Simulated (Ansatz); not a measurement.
# Two-dimensional strain map in Pt

All numbers below come from Ansatz, DFT PBEsol, scalar-relativistic, plane waves, PAW. Cutoff 420 eV, Γ-centred 22×22×22 k-points, Gaussian smearing of 0.15 eV. Spin–orbit coupling is left out, which can shift energies with elements as heavy as these. No spin polarisation. Energies are free energies at this smearing, counted from the undisturbed cell; pressure is positive in compression.

The starting cell (as given, not relaxed at this level; it stands at -10.9 GPa; this bcc form isn't the usual structure):

```yaml
crystal:
  lattice:
    - [-1.58422, 1.58422, 1.58422]
    - [1.58422, -1.58422, 1.58422]
    - [1.58422, 1.58422, -1.58422]
  atoms:
    - { symbol: Pt, position: [0.00000, 0.00000, 0.00000] }
```

The cell is strained by p along both x and y and by q along z, fractional coordinates fixed. Points are written (p, q). At -11 GPa the given cell is far from its own equilibrium, so these figures belong to a strongly strained crystal.

Energy above the undisturbed cell in meV/atom (a dash: not computed):

```
 p \ q  -0.030  0.000  0.030
-0.030     5.4      ?      ?
 0.000   -25.6    0.0   39.0
 0.030    28.5   98.1      –
```

Question: Fill in the withheld energies.

Answer: (-0.030, 0.000): -24.5; (-0.030, 0.030): -33.5.